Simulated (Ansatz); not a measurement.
# A plane-wave run on SiSn2Ir5

input.yaml (Ansatz 0.2.0)

```yaml
crystal:
  lattice:
    - [0.0, 0.0, 4.958324]
    - [5.086191, -5.086191, 2.479162]
    - [5.086191, 5.086191, -2.479162]
  atoms:
    - { symbol: Sn, position: [0.6683, 0.5, 0.8366] }
    - { symbol: Sn, position: [0.1683, 0.1634, 0.5] }
    - { symbol: Sn, position: [0.3317, 0.5, 0.1634] }
    - { symbol: Sn, position: [0.8317, 0.8366, 0.5] }
    - { symbol: Ir, position: [0.21346, 0.85692, 0.28384] }
    - { symbol: Ir, position: [0.07038, 0.71616, 0.85692] }
    - { symbol: Ir, position: [0.78654, 0.14308, 0.71616] }
    - { symbol: Ir, position: [0.92962, 0.28384, 0.14308] }
    - { symbol: Ir, position: [0.28654, 0.28384, 0.85692] }
    - { symbol: Ir, position: [0.42962, 0.85692, 0.71616] }
    - { symbol: Ir, position: [0.71346, 0.71616, 0.14308] }
    - { symbol: Ir, position: [0.57038, 0.14308, 0.28384] }
    - { symbol: Ir, position: [0.75, 0.5, 0.5] }
    - { symbol: Ir, position: [0.25, 0.5, 0.5] }
    - { symbol: Si, position: [0.25, 0.0, 0.0] }
    - { symbol: Si, position: [0.75, 0.0, 0.0] }
  symmetry: { tolerance: 0.0003 }
kpoints:
  mp_grid: { grid: [7, 7, 7], shift: [0, 0, 0] }
magnetization:
  spin_polarized: false
scf:
  occupations: { method: fermi_dirac, width: 0.049 }
  lower_state_search: "off"
  max_iter: 200
hamiltonian:
  pseudopotentials: { kind: paw }
  xc: r2scan
basis:
  ecutwfc: 500
  fft_grid_basis: typed
output:
  forces: true
  stress: true
  eigenvalues: true
  bader: true
  populations: true
  elf: true
  write_potential: true
  volumetric_format: npy
  dos:
    e_range: [-12, 8]
    de: 0.05
    projected: { site_lists: { Ir: [Ir], Si: [Si], Sn: [Sn] } }
checkpoint:
  read: saved_state
```

The run starts from an earlier solution of this cell. 

Parts of the output:

```
SCF iter   1: F=-144917.1873 eV  Δρ=3.61e-3  dr2=1.01e-1  dr2_τ=1.12e-2
SCF iter   2: F=-144917.2171 eV  Δρ=3.72e-3  dr2=7.27e-2  dr2_τ=1.52e-2
SCF iter   3: F=-144917.2784 eV  Δρ=1.27e-3  dr2=2.29e-3  dr2_τ=5.62e-4
SCF iter   4: F=-144917.2788 eV  Δρ=3.58e-4  dr2=8.71e-4  dr2_τ=8.81e-5
SCF iter   5: F=-144917.2796 eV  Δρ=8.61e-5  dr2=3.01e-5  dr2_τ=2.88e-6
SCF iter   6: F=-144917.2801 eV  Δρ=1.76e-5  dr2=8.34e-7  dr2_τ=1.96e-7
SCF iter   7: F=-144917.2801 eV  Δρ=5.85e-6  dr2=1.24e-7  dr2_τ=9.47e-9
SCF iter   8: F=-144917.2801 eV  Δρ=1.77e-6  dr2=1.36e-8  dr2_τ=6.13e-10
Free energy (F): -144917.2801 eV
Harris-Foulkes:  -144917.2801 eV  (|F-HF|=5.18e-9)
Internal energy: -144917.1813 eV  (E = F + TS)
E sigma→0 (E₀):  -144917.2307 eV
Entropy (-TS):   -0.0988 eV (-6.175 meV/atom)
Fermi energy:    19.8196 eV
--- Forces (eV/Å), atoms counted from 1 ---
  atom   1  Sn    -0.0498    -0.0498     0.0000
  atom   2  Sn     0.0498    -0.0498     0.0000
  atom   3  Sn     0.0498     0.0498     0.0000
  atom   4  Sn    -0.0498     0.0498     0.0000
  atom   5  Ir    -0.1044    -1.5069     0.0000
  atom   6  Ir     1.5069    -0.1044     0.0000
  atom   7  Ir     0.1044     1.5069     0.0000
  atom   8  Ir    -1.5069     0.1044     0.0000
  atom   9  Ir    -0.1044     1.5069     0.0000
  atom  10  Ir     1.5069     0.1044     0.0000
  atom  11  Ir     0.1044    -1.5069     0.0000
  atom  12  Ir    -1.5069    -0.1044     0.0000
  atom  13  Ir     0.0000     0.0000     0.0000
  atom  14  Ir     0.0000     0.0000     0.0000
  atom  15  Si     0.0000     0.0000     0.0000
  atom  16  Si     0.0000     0.0000     0.0000
--- Stress (GPa, compression-positive) ---
       -8.0405       0.0000       0.0000
        0.0000      -8.0405       0.0000
        0.0000       0.0000      -1.8320
  P = ⅓ Tr σ = -5.9710 GPa (-59.710 kbar)
--- Löwdin populations: 16 sites ---
  site symbol       q [e]
     0     Sn     14.0280
     1     Sn     14.0280
     2     Sn     14.0280
     3     Sn     14.0280
     4     Ir     16.8134
     5     Ir     16.8134
     6     Ir     16.8134
     7     Ir     16.8134
     8     Ir     16.8134
     9     Ir     16.8134
    10     Ir     16.8134
    11     Ir     16.8134
    12     Ir     16.7832
    13     Ir     16.7832
    14     Si      4.0174
    15     Si      4.0174
  spilling = 0.0076 (of n_electrons = 234.0000)
--- Bader charges: 16 sites ---
  site symbol  charge [e]  shift [e]
     0     Sn      1.0045     0.0024
     1     Sn      1.0046     0.0024
     2     Sn      1.0046     0.0024
     3     Sn      1.0046     0.0024
     4     Ir     -0.6115     0.0019
     5     Ir     -0.6115     0.0019
     6     Ir     -0.6115     0.0019
     7     Ir     -0.6115     0.0019
     8     Ir     -0.6115     0.0019
     9     Ir     -0.6115     0.0019
    10     Ir     -0.6115     0.0019
    11     Ir     -0.6115     0.0019
    12     Ir     -0.4463     0.0016
    13     Ir     -0.4463     0.0016
    14     Si      0.8830     0.0045
    15     Si      0.8831     0.0045
```

Origin: a known structure type with other elements, at an estimated volume, so it need not be a known compound. Caveats: atoms or cell far from equilibrium.
